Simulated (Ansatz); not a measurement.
**Calculated with Ansatz: P₅N₂, relaxation**

The input file (Ansatz 0.2.0, plane waves):

```yaml
crystal:
  lattice:
    - [8.604786, 0.0, 0.0]
    - [0.0, 8.604786, 0.0]
    - [0.0, 0.0, 2.583931]
  atoms:
    - { symbol: "N", position: [0.3197, 0.8197, 0.5] }
    - { symbol: "N", position: [0.1803, 0.3197, 0.5] }
    - { symbol: "N", position: [0.6803, 0.1803, 0.5] }
    - { symbol: "N", position: [0.8197, 0.6803, 0.5] }
    - { symbol: P, position: [0.29368, 0.5603, 0.0] }
    - { symbol: P, position: [0.4397, 0.29368, 0.0] }
    - { symbol: P, position: [0.70632, 0.4397, 0.0] }
    - { symbol: P, position: [0.5603, 0.70632, 0.0] }
    - { symbol: P, position: [0.79368, 0.9397, 0.0] }
    - { symbol: P, position: [0.9397, 0.20632, 0.0] }
    - { symbol: P, position: [0.20632, 0.0603, 0.0] }
    - { symbol: P, position: [0.0603, 0.79368, 0.0] }
    - { symbol: P, position: [0.5, 0.0, 0.0] }
    - { symbol: P, position: [0.0, 0.5, 0.0] }
  symmetry: { tolerance: 0.0003 }
kpoints:
  mp_grid: { grid: [4, 4, 10], shift: [0, 0, 0] }
magnetization:
  spin_polarized: false
scf:
  occupations: { method: fermi_dirac, width: 0.0157 }
  lower_state_search: "off"
hamiltonian:
  pseudopotentials: { kind: paw }
  xc: lda
basis:
  ecutwfc: 420
  fft_grid_basis: typed
relax:
  max_steps: 40
  f_tol: 0.03
output:
  forces: true
  stress: true
  eigenvalues: true
  bader: true
  populations: true
  elf: true
  write_potential: true
  volumetric_format: npy
  dos:
    e_range: [-12, 8]
    de: 0.05
    projected: { site_lists: { "N": ["N"], P: [P] } }
checkpoint:
  read: saved_state
```

Run with:

```bash
ansatz run input.yaml --threads 2 --pin off --max-ram 2560MiB --backend cpu --events-out ev --progress --plain --runs-dir out
```

Origin of the cell: a known structure type with other elements, at an estimated volume, so it need not be a known compound.

The saved state is a converged single point of the same cell.

Steps:

| step | ΔF (meV/atom) | max force component (eV/Å) | SCF iterations | step was |
| --- | --- | --- | --- | --- |
| 1 | 0.0 | 0.509 | 6 | accepted |
| 2 | -21.3 | 0.523 | 6 | accepted |
| 3 | -64.2 | 0.954 | 6 | accepted |
| 4 | -156.8 | 1.436 | 6 | accepted |
| 5 | -344.9 | 2.075 | 6 | accepted |
| 6 | -611.9 | 1.553 | 6 | accepted |
| 7 | -715.7 | 0.576 | 6 | accepted |
| 8 | -754.7 | 0.233 | 6 | accepted |
| 9 | -758.7 | 0.260 | 5 | accepted |
| 10 | -765.2 | 0.196 | 6 | accepted |
| 11 | -751.7 | 0.748 | 6 | rejected |
| 12 | -769.0 | 0.064 | 7 | accepted |
| 13 | -768.9 | 0.116 | 7 | rejected |
| 14 | -769.1 | 0.021 | 6 | accepted |

The starting structure.

Space group P4/mbm (No. 127); the run's cell has a = 8.605 Å, b = 8.605 Å, c = 2.584 Å, α = 90.00°, β = 90.00°, γ = 90.00°. Shortest distances: N–P 2.55 Å, P–P 2.58 Å, N–N 2.58 Å.

The relaxed structure.

Space group P4/mbm (No. 127); the run's cell has a = 8.605 Å, b = 8.605 Å, c = 2.584 Å, α = 90.00°, β = 90.00°, γ = 90.00°. Shortest distances: N–P 1.92 Å, P–P 2.42 Å, N–N 2.58 Å.

```
CELL_PARAMETERS angstrom
8.60479 0.00000 0.00000
0.00000 8.60479 0.00000
0.00000 0.00000 2.58393
ATOMIC_POSITIONS crystal
N 0.21345 0.71345 0.50000
N 0.28655 0.21345 0.50000
N 0.78655 0.28655 0.50000
N 0.71345 0.78655 0.50000
P 0.27498 0.56030 0.00000
P 0.43970 0.27498 0.00000
P 0.72502 0.43970 0.00000
P 0.56030 0.72502 0.00000
P 0.77498 0.93970 0.00000
P 0.93970 0.22502 0.00000
P 0.22502 0.06030 0.00000
P 0.06030 0.77498 0.00000
P 0.50000 0.00000 0.00000
P 0.00000 0.50000 0.00000
```

```yaml
Free_energy_lowered_by: 769.1 meV/atom
Final_pressure: -5.85 GPa
Relaxation_steps_listed: 14
```

Caveats: no spin, though holes on the anions or broken bonds may carry moments; the SCF threshold is looser than advised for a stress; the relaxation held the start's symmetry, so the end may be a saddle point.

The run took 3.6 min on 2 threads of Arm Neoverse V2 (shared host), peak memory 0.58 GiB, from a saved density.
